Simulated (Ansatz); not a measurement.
# Moment against volume in CsGdS2 (R-3m)

The reference geometry is a measured structure from COD; nothing is relaxed.

Settings: LDA, 10×10×10 k mesh, Fermi–Dirac smearing of 0.05 eV. PAW means Ansatz 0.2.0 on its default frozen-core files; LAPW is all-electron LAPW in Ansatz 0.2.0. Site moments are integrated in spheres about the atoms, whose radii differ between the methods.

Input of the first run:

```yaml
crystal:
  lattice:
    - [2.05862, 1.1885448112, 8.0136]
    - [-2.05862, 1.1885448112, 8.0136]
    - [0.0, -2.3770896223, 8.0136]
  atoms:
    - { symbol: Cs, position: [0.0, 0.0, 0.0] }
    - { symbol: Gd, position: [0.5, 0.5, 0.5], spin: 7.0 }
    - { symbol: S, position: [0.2336, 0.2336, 0.2336] }
    - { symbol: S, position: [0.7664, 0.7664, 0.7664] }
magnetization:
  spin_polarized: true
kpoints:
  mp_grid: { grid: [10, 10, 10] }
scf:
  occupations: { method: fermi_dirac, width: 0.05 }
hamiltonian:
  xc: lda
  pseudopotentials: { kind: paw }
output:
  forces: true
  stress: true
  eigenvalues: true
  populations: true
```

Command: `ansatz run input.yaml --threads 2 --pin off --max-ram 6144MiB --backend cpu --events-out ev --progress --plain --runs-dir out`

The input for «volume scaled by 0.72» by LAPW differs from it in these lines, output keys apart:

```diff
-    - [2.05862, 1.1885448112, 8.0136]
-    - [-2.05862, 1.1885448112, 8.0136]
-    - [0.0, -2.3770896223, 8.0136]
+    - [1.8451018879, 1.0652700717, 7.1824370154]
+    - [-1.8451018879, 1.0652700717, 7.1824370154]
+    - [0.0, -2.1305401433, 7.1824370154]
-  pseudopotentials: { kind: paw }
+  pseudopotentials: { kind: all_electron, lapw: { basis_error: 0.001 } }
```

The cell shown is scaled evenly to other volumes, and every spin-polarised run starts from the same moments.

The search for lower states is left at its default.

| V/V₀ | Å³/atom | M PAW (μB/cell) | M LAPW (μB/cell) | largest site moment, PAW (μB) | P PAW (GPa) | P LAPW (GPa) | F − F(unpolarised), PAW (meV/atom) |
| --- | --- | --- | --- | --- | --- | --- | --- |
| 0.72 | 21.18 | 7.00 | 7.00 | 6.82 | 23.4 | 23.4 | -1776 |
| 0.8 | 23.53 | 7.00 | 7.00 | 6.86 | 10.6 | 10.6 | -1826 |
| 0.85 | 25.00 | 7.00 | – | 6.87 | 5.1 | – | ? |
| 0.9 | 26.47 | 7.00 | – | 6.89 | 1.0 | – | -1858 |
| 0.95 | 27.94 | 7.00 | – | 6.90 | ? | – | -1866 |
| 1 | 29.41 | 7.00 | 7.00 | 6.90 | -4.3 | -4.3 | -1870 |
| 1.05 | 30.88 | 7.00 | – | 6.91 | ? | – | -1872 |
| 1.1 | 32.35 | 7.00 | – | 6.91 | -7.3 | – | -1871 |
| 1.18 | 34.71 | 7.00 | 7.00 | 6.91 | -8.6 | -8.6 | -1865 |

Q: Give the missing entry: row "1.05", column "P PAW (GPa)".

A: -6.0.

Q: What belongs in the row "0.95", column "P PAW (GPa)"?

A: -2.0.

Q: Give the missing entry: row "0.85", column "F − F(unpolarised), PAW (meV/atom)".

A: -1845.

The moments survive down to the smallest volume, V/V₀ = 0.72 at 23 GPa, where the largest is 6.82 μB.

Q: Fit a third-order Birch–Murnaghan equation to the PAW pressures of the magnetic runs between 0.85 and 1.11 V₀. What are the zero-pressure volume and bulk modulus?

A: V = 26.91 Å³/atom (0.915 V₀), B = 59 GPa, B′ = 4.4, with a worst miss of 0.01 GPa. Cell shape and inner coordinates are held, so these aren't the relaxed crystal's values unless symmetry fixes them.

The PAW files were made with PBE; the program remakes their cores once for the run's functional and then keeps them frozen. Without U a semilocal functional puts the f levels too near the Fermi level, which can change moments and the order of magnetic states; site and cell moments are spin moments.  Spin–orbit coupling is left out although heavy atoms are present. With open f shells a run can end in a state that isn't the lowest. None of this fixes the real material's magnetic order: only patterns that fit the cell were computed, at zero temperature, with a functional that can overstate moments.
